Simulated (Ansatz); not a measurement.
Relaxed-ion elastic tensor of KTaO3 (cubic perovskite, Pm-3m) in GPa (Voigt order), PBE in the plane-wave PAW code Ansatz; density 6.83 g/cm³, 13.04 Å³ per atom.

```
 415  75.1  75.1   0.0   0.0   0.0
75.1   415  75.1   0.0   0.0   0.0
75.1  75.1   415   0.0   0.0   0.0
 0.0   0.0   0.0  98.5   0.0   0.0
 0.0   0.0   0.0   0.0  98.5   0.0
 0.0   0.0   0.0   0.0   0.0  98.5
```

### Question
Is the crystal mechanically stable?

### Answer
Yes: the smallest eigenvalue of C is 98.5 GPa.

### Question
Work out the Voigt, Reuss and Hill averages.

### Answer
K_V = 188, K_R = 188, K_H = 188; G_V = 127, G_R = 118, G_H = 123 GPa.

### Question
Give Young's modulus, Poisson's ratio, Pugh's ratio and the universal anisotropy index.

### Answer
E = 9KG/(3K + G) = 302 GPa; ν = 0.23; K/G = 1.54 (brittle by the Pugh limit of 1.75); A_U = 5G_V/G_R + K_V/K_R − 6 = 0.37.

### Question
Estimate the sound speeds and the Debye temperature.

### Answer
v_l = √((K + 4G/3)/ρ) = 7180 m/s, v_t = √(G/ρ) = 4240 m/s, mean 4700 m/s; Θ = (h/k)(3n/4πV)^(1/3) v_m = 594 K.

### Question
Give the Zener ratio and Young's modulus along [100], [110] and [111].

### Answer
A = 2C44/(C11 − C12) = 0.58; 1/E = S11 − 2(S11 − S12 − S44/2)Γ with Γ = 0, 1/4, 1/3 gives 392, 276, 252 GPa.

The PBE relaxation kept the symmetry of its start. At this level the phase is dynamically unstable (imaginary phonons). No spin polarisation was allowed. Spin–orbit coupling is left out wherever it is not named.

Potentials: the later of the program's two PAW sets.
